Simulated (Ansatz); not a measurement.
HfO2 (tetragonal-ZrO2 type, space group P4_2/nmc)

```
HfO2
1.0
    3.60482     0.00000     0.00000
    0.00000     3.60482     0.00000
    0.00000     0.00000     5.26502
Hf O
2 4
Direct
  0.00000   0.00000   0.00000
  0.50000   0.50000   0.50000
  0.00000   0.50000   0.19324
  0.00000   0.50000   0.69324
  0.50000   0.00000   0.30676
  0.50000   0.00000   0.80676
```

The volume is varied about the relaxed value V₀ at fixed cell shape. The atoms relax within the cell's symmetry.

Computed with PBE (plane waves to 420 eV, PAW, scalar-relativistic; Ansatz, a program for electronic structure). k mesh 9×9×6 (Γ-centred), Fermi-Dirac smearing 0.05 eV. Energies are smeared free energies. Compression counts positive. HfO2 is run without spin polarisation. HfO2 was relaxed with its symmetry unable to fall. Spin-orbit coupling is left out, though Hf is heavy. The PAW data are Ansatz's earlier set. This is a high-temperature form of HfO2. The zero of ΔE is the relaxed starting cell.

```json
[
 {"V (Å³/atom)": "10.719", "P (GPa)": "13.3", "ΔE (meV/atom)": "26.7"},
 {"V (Å³/atom)": "10.833", "P (GPa)": "10.7", "ΔE (meV/atom)": "(withheld)"},
 {"V (Å³/atom)": "10.947", "P (GPa)": "8.3", "ΔE (meV/atom)": "11.4"},
 {"V (Å³/atom)": "11.061", "P (GPa)": "6.1", "ΔE (meV/atom)": "6.3"},
 {"V (Å³/atom)": "11.175", "P (GPa)": "4.0", "ΔE (meV/atom)": "(withheld)"},
 {"V (Å³/atom)": "11.289", "P (GPa)": "1.9", "ΔE (meV/atom)": "0.7"},
 {"V (Å³/atom)": "11.403", "P (GPa)": "0.0", "ΔE (meV/atom)": "0.0"},
 {"V (Å³/atom)": "11.517", "P (GPa)": "-1.8", "ΔE (meV/atom)": "0.7"},
 {"V (Å³/atom)": "11.631", "P (GPa)": "-3.4", "ΔE (meV/atom)": "2.5"},
 {"V (Å³/atom)": "11.745", "P (GPa)": "-5.0", "ΔE (meV/atom)": "(withheld)"},
 {"V (Å³/atom)": "11.859", "P (GPa)": "-6.6", "ΔE (meV/atom)": "9.7"},
 {"V (Å³/atom)": "11.973", "P (GPa)": "-8.0", "ΔE (meV/atom)": "(withheld)"},
 {"V (Å³/atom)": "12.087", "P (GPa)": "-9.3", "ΔE (meV/atom)": "21.1"}
]
```

Q: What belongs in the gaps?

A: 
- 10.833, ΔE (meV/atom): 18.2
- 11.175, ΔE (meV/atom): 2.7
- 11.745, ΔE (meV/atom): 5.6
- 11.973, ΔE (meV/atom): 14.9

(Under strain, the slope of the energy per volume gives the stress and its curvature an elastic modulus.)
